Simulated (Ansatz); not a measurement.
PbF2:
```yaml
crystal:
  lattice:
    - [6.39418, 0.00000, 0.00000]
    - [0.00000, 3.87537, 0.00000]
    - [0.00000, 0.00000, 7.64987]
  atoms:
    - { symbol: Pb, position: [0.25484, 0.25000, 0.89407] }
    - { symbol: Pb, position: [0.74516, 0.75000, 0.10593] }
    - { symbol: Pb, position: [0.24516, 0.75000, 0.39407] }
    - { symbol: Pb, position: [0.75484, 0.25000, 0.60593] }
    - { symbol: F, position: [0.47067, 0.25000, 0.15441] }
    - { symbol: F, position: [0.52933, 0.75000, 0.84559] }
    - { symbol: F, position: [0.02933, 0.75000, 0.65441] }
    - { symbol: F, position: [0.97067, 0.25000, 0.34559] }
    - { symbol: F, position: [0.64042, 0.75000, 0.43685] }
    - { symbol: F, position: [0.35958, 0.25000, 0.56315] }
    - { symbol: F, position: [0.85958, 0.25000, 0.93685] }
    - { symbol: F, position: [0.14042, 0.75000, 0.06315] }
```

Relaxed with r²SCAN+D4. Special points in fractions of this cell's reciprocal vectors: Γ (0.000, 0.000, 0.000); X (0.500, 0.000, 0.000); S (0.500, 0.500, 0.000); Y (0.000, 0.500, 0.000); Z (0.000, 0.000, 0.500); U (0.500, 0.000, 0.500); R (0.500, 0.500, 0.500); T (0.000, 0.500, 0.500).

List the band energies nearest the valence-band maximum at these points for plane-wave PAW r²SCAN+D4 with spin–orbit coupling (Ansatz code).

In eV from the valence-band maximum; about four levels below and three above (degenerate sets whole), none deeper than 8.9 eV; points with the same levels are listed once.

| k | below | above |
|---|---|---|
| Γ | -0.30 -0.30 -0.27 -0.27 | 4.36 4.36 4.72 4.72 |
| X | -0.29 -0.29 -0.29 -0.29 | 4.50 4.50 4.50 4.50 |
| S | -0.51 -0.51 -0.51 -0.51 | 4.83 4.83 4.83 4.83 |
| Y | -0.16 -0.16 -0.16 -0.16 | 4.89 4.89 4.89 4.89 |
| Z | -0.17 -0.17 -0.17 -0.17 | 4.81 4.81 4.81 4.81 |
| U | -0.64 -0.64 -0.64 -0.64 | 4.78 4.78 4.78 4.78 |
| R | -0.47 -0.47 -0.47 -0.47 | 4.85 4.85 4.85 4.85 |
| T | -0.21 -0.21 -0.21 -0.21 | 4.54 4.54 4.54 4.54 |

Space group Pnma. The first step of the workflow began from a Materials Project structure, measured or hypothetical; the Crystallography Open Database files this formula in space group No. 62, but the cells were not matched. Whether it is the stable phase at ambient conditions was not checked. The r²SCAN+D4 relaxation kept the symmetry of its start; its stability against distortions is not shown here.

Potentials: the later of the program's two PAW sets.
